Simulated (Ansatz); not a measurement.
Theory: DFT r2SCAN, scalar-relativistic, plane waves, PAW in Ansatz.

Structure of CaMg:

```yaml
crystal:
  lattice:
    - [5.63096, 0.00000, 0.00000]
    - [0.00000, 3.95131, 0.00000]
    - [0.00000, 0.00000, 5.63031]
  atoms:
    - { symbol: Ca, position: [0.75000, 0.50000, 0.74956] }
    - { symbol: Ca, position: [0.25000, 0.50000, 0.25044] }
    - { symbol: Mg, position: [0.75000, 0.00000, 0.24932] }
    - { symbol: Mg, position: [0.25000, 0.00000, 0.75068] }
```

Cutoff 500 eV; k points 8×12×8 on the computed 4-atom cell (Γ-centred); Gaussian smearing, width 0.10 eV; no spin polarisation.

Levels along Γ–X–S–Y–Γ–Z–U–R–T–Z | X–U | Y–T | S–R, in eV from the Fermi level, sorted by energy at each point. Points in fractions of the primitive reciprocal vectors: Γ (0.000 0.000 0.000), X (0.500 0.000 0.000), S (0.500 0.500 0.000), Y (0.000 0.500 0.000), Z (0.000 0.000 0.500), U (0.500 0.000 0.500), R (0.500 0.500 0.500), T (0.000 0.500 0.500).
```csv
point,"k (1/Å, with 2π)",band 17,band 18,band 19,band 20,band 21,band 22,band 23
Γ,0.000,-5.43,-1.88,-0.44,-0.44,0.47,1.21,1.23
-,0.080,-5.40,-1.96,-0.52,-0.43,0.65,1.17,1.23
-,0.159,-5.32,-2.19,-0.60,-0.39,1.03,1.07,1.21
-,0.239,-5.18,-2.54,-0.57,-0.32,0.92,1.17,1.45
-,0.319,-4.99,-2.94,-0.43,-0.23,0.75,1.06,1.82
-,0.399,-4.75,-3.36,-0.22,-0.11,0.56,0.88,2.12
-,0.478,-4.46,-3.75,0.03,0.04,0.37,0.62,2.34
X,0.558,-4.12,-4.12,0.20,0.20,0.33,0.33,2.47
-,0.671,-4.07,-4.07,0.22,0.22,0.37,0.37,2.46
-,0.785,-3.92,-3.92,0.28,0.28,0.48,0.48,2.19
-,0.899,-3.67,-3.67,0.37,0.37,0.54,0.54,1.71
-,1.012,-3.34,-3.34,0.26,0.26,0.49,0.49,1.60
-,1.126,-2.93,-2.93,-0.33,-0.33,0.61,0.61,1.86
-,1.239,-2.48,-2.48,-0.94,-0.94,0.70,0.70,2.24
S,1.353,-2.20,-2.20,-1.27,-1.27,0.74,0.74,2.27
-,1.433,-2.44,-1.94,-1.57,-0.97,0.48,1.04,2.21
-,1.512,-2.63,-1.84,-1.64,-0.70,0.25,1.35,2.17
-,1.592,-2.80,-2.08,-1.32,-0.49,0.07,1.68,2.13
-,1.672,-2.92,-2.27,-0.98,-0.36,-0.08,2.00,2.11
-,1.752,-3.02,-2.41,-0.65,-0.30,-0.19,2.10,2.16
-,1.831,-3.07,-2.50,-0.39,-0.27,-0.25,1.87,2.09
Y,1.911,-3.09,-2.53,-0.28,-0.28,-0.27,1.74,2.09
-,2.025,-3.52,-2.03,-0.44,-0.28,-0.28,2.00,2.03
-,2.138,-4.07,-1.29,-0.79,-0.31,-0.31,1.88,2.13
-,2.252,-4.54,-1.16,-0.51,-0.34,-0.34,1.59,1.68
-,2.365,-4.92,-1.47,-0.38,-0.38,0.21,1.13,1.49
-,2.479,-5.20,-1.70,-0.41,-0.41,0.77,0.79,1.34
-,2.592,-5.37,-1.84,-0.43,-0.43,0.55,1.13,1.24
Γ,2.706,-5.43,-1.88,-0.44,-0.44,0.47,1.21,1.23
-,2.786,-5.40,-1.96,-0.52,-0.43,0.65,1.17,1.23
-,2.865,-5.32,-2.19,-0.60,-0.39,1.03,1.07,1.21
-,2.945,-5.18,-2.54,-0.57,-0.32,0.92,1.17,1.45
-,3.025,-4.99,-2.94,-0.43,-0.23,0.75,1.06,1.82
-,3.104,-4.75,-3.36,-0.22,-0.11,0.56,0.88,2.13
-,3.184,-4.46,-3.75,0.03,0.04,0.37,0.62,2.34
Z,3.264,-4.13,-4.12,0.19,0.20,0.33,0.33,2.47
-,3.344,-4.10,-4.09,-0.22,-0.22,0.72,0.72,2.46
-,3.423,-4.02,-4.02,-0.70,-0.69,1.14,1.14,2.44
-,3.503,-3.90,-3.89,-1.17,-1.16,1.51,1.51,2.42
-,3.583,-3.72,-3.72,-1.61,-1.61,1.80,1.80,2.42
-,3.663,-3.51,-3.50,-2.03,-2.02,1.98,1.98,2.46
-,3.742,-3.27,-3.27,-2.38,-2.37,2.06,2.06,2.54
U,3.822,-3.13,-3.13,-2.56,-2.56,2.07,2.07,2.57
-,3.936,-3.09,-3.09,-2.50,-2.50,2.08,2.08,2.47
-,4.049,-2.98,-2.98,-2.32,-2.32,2.01,2.01,2.07
-,4.163,-2.80,-2.80,-2.04,-2.04,1.43,1.43,1.99
-,4.276,-2.56,-2.56,-1.66,-1.66,0.82,0.82,1.75
-,4.390,-2.27,-2.27,-1.20,-1.20,0.24,0.24,1.33
-,4.503,-1.99,-1.99,-0.71,-0.71,-0.22,-0.22,0.82
R,4.617,-1.85,-1.85,-0.42,-0.42,-0.40,-0.40,0.50
-,4.697,-1.88,-1.88,-0.51,-0.50,-0.35,-0.35,0.61
-,4.776,-1.94,-1.94,-0.69,-0.69,-0.21,-0.20,0.87
-,4.856,-2.02,-2.02,-0.88,-0.88,0.00,0.00,1.18
-,4.936,-2.10,-2.09,-1.05,-1.04,0.24,0.24,1.50
-,5.016,-2.16,-2.15,-1.17,-1.17,0.48,0.48,1.81
-,5.095,-2.19,-2.19,-1.25,-1.24,0.67,0.67,2.10
T,5.175,-2.21,-2.20,-1.27,-1.27,0.74,0.74,2.27
-,5.288,-2.48,-2.48,-0.94,-0.93,0.70,0.71,2.24
-,5.402,-2.93,-2.92,-0.34,-0.33,0.61,0.61,1.86
-,5.516,-3.34,-3.34,0.25,0.26,0.48,0.49,1.60
-,5.629,-3.68,-3.67,0.37,0.37,0.54,0.54,1.71
-,5.743,-3.92,-3.92,0.27,0.28,0.48,0.48,2.19
-,5.856,-4.08,-4.07,0.21,0.22,0.37,0.37,2.46
Z,5.970,-4.13,-4.12,0.19,0.20,0.33,0.33,2.47
X,5.970,-4.12,-4.12,0.20,0.20,0.33,0.33,2.47
-,6.050,-4.10,-4.10,-0.22,-0.22,0.72,0.72,2.47
-,6.129,-4.02,-4.02,-0.69,-0.69,1.14,1.14,2.45
-,6.209,-3.89,-3.89,-1.16,-1.16,1.51,1.51,2.43
-,6.289,-3.72,-3.72,-1.61,-1.61,1.80,1.80,2.42
-,6.369,-3.50,-3.50,-2.02,-2.02,1.98,1.98,2.47
-,6.448,-3.27,-3.27,-2.38,-2.38,2.06,2.06,2.54
U,6.528,-3.13,-3.13,-2.56,-2.56,2.07,2.07,2.57
Y,6.528,-3.09,-2.53,-0.28,-0.28,-0.27,1.74,2.09
-,6.608,-3.07,-2.50,-0.39,-0.27,-0.26,1.87,2.09
-,6.687,-3.02,-2.41,-0.65,-0.30,-0.19,2.10,2.16
-,6.767,-2.92,-2.27,-0.98,-0.36,-0.08,2.00,2.11
-,6.847,-2.80,-2.08,-1.31,-0.49,0.07,1.68,2.13
-,6.926,-2.63,-1.84,-1.64,-0.70,0.25,1.35,2.17
-,7.006,-2.44,-1.94,-1.57,-0.97,0.48,1.04,2.21
T,7.086,-2.21,-2.20,-1.27,-1.27,0.74,0.74,2.27
S,7.086,-2.20,-2.20,-1.27,-1.27,0.74,0.74,2.27
-,7.166,-2.19,-2.19,-1.24,-1.24,0.67,0.67,2.11
-,7.245,-2.15,-2.15,-1.17,-1.17,0.48,0.48,1.82
-,7.325,-2.09,-2.09,-1.04,-1.04,0.24,0.24,1.50
-,7.405,-2.02,-2.02,-0.88,-0.88,0.00,0.00,1.18
-,7.484,-1.94,-1.94,-0.69,-0.69,-0.21,-0.21,0.87
-,7.564,-1.88,-1.88,-0.50,-0.50,-0.35,-0.35,0.61
R,7.644,-1.85,-1.85,-0.42,-0.42,-0.40,-0.40,0.50
```

Cost: 1 run of about 3.3 core-minutes, on Intel Xeon Platinum 8259CL (Skylake/Cascade Lake) (shared hosts).